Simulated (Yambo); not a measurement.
G0W0@PBEsol for BaHI (space group P4/nmm, No. 129) in Yambo. Reference settings: 2×2×2 Γ-centred k mesh, 358 bands and a 6 Ry block in the screening, 358 bands in G with the Bruneval-Gonze terminator, plasmon pole fitted at 27.2 eV. The PBEsol gap Z → Z on this mesh is 2.55 eV; G0W0 gaps are taken between the same points.

The settings were changed. The gap went from 3.96 eV to 3.82 eV, and the shift of the valence edge from -0.91 eV to -0.75 eV.

### Question
Which change was made?
(A) 228 bands in W, 228 bands in G
(B) 3 Ry block
(C) 228 bands in G
(D) 164 bands in W

### Answer
B, 3 Ry block. The others gave (gap, valence shift): 228 bands in W, 228 bands in G: 3.95, -0.77 eV; 228 bands in G: 3.96, -0.87 eV; 164 bands in W: 3.93, -0.70 eV.

Spin-orbit coupling is included.

Geometry of the Materials Project entry, not relaxed at this level; primitive cell a = b = 4.776 Å, c = 7.800 Å, α = β = γ = 90.00°.

A shift is the quasiparticle energy of the state minus its PBEsol energy.
